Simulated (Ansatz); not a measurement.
YHSe:
```
YHSe
1.0
    3.76374     0.00000     0.00000
   -1.88187     3.25949     0.00000
    0.00000     0.00000     3.81462
Y H Se
1 1 1
Direct
  0.00000   0.00000   0.00000
  0.33333   0.66667   0.00000
  0.66667   0.33333   0.50000
```

Cartesian axes are those of the cell as given.

Give the high-frequency dielectric tensor and the Born effective charge tensors of the independent atoms from DFPT, the program Ansatz at the LDA level (PAW).


ε∞:
```
9.36  0.00  0.00
0.00  9.36  0.00
0.00  0.00  9.17
```
Z* of atom 1 (Y), rows: field, columns: displacement, in e:
```
3.04  0.00  0.00
0.00  3.04  0.00
0.00  0.00  3.08
```
Z* of atom 2 (H), rows: field, columns: displacement, in e:
```
-1.34   0.00   0.00
 0.00  -1.34   0.00
 0.00   0.00  -0.59
```
Z* of atom 3 (Se), rows: field, columns: displacement, in e:
```
-1.69   0.00   0.00
 0.00  -1.69   0.00
 0.00   0.00  -2.49
```

Space group P-6m2. The workflow started from a Materials Project entry (that database holds measured and hypothetical structures alike); the Crystallography Open Database copy checked does not list it. Whether it is the stable phase at ambient conditions was not checked. The cell was relaxed with LDA under the symmetry of its start; its stability against distortions is not shown here. No spin polarisation was allowed. Spin–orbit coupling is left out wherever it is not named.

Potentials: the later of the program's two PAW sets.
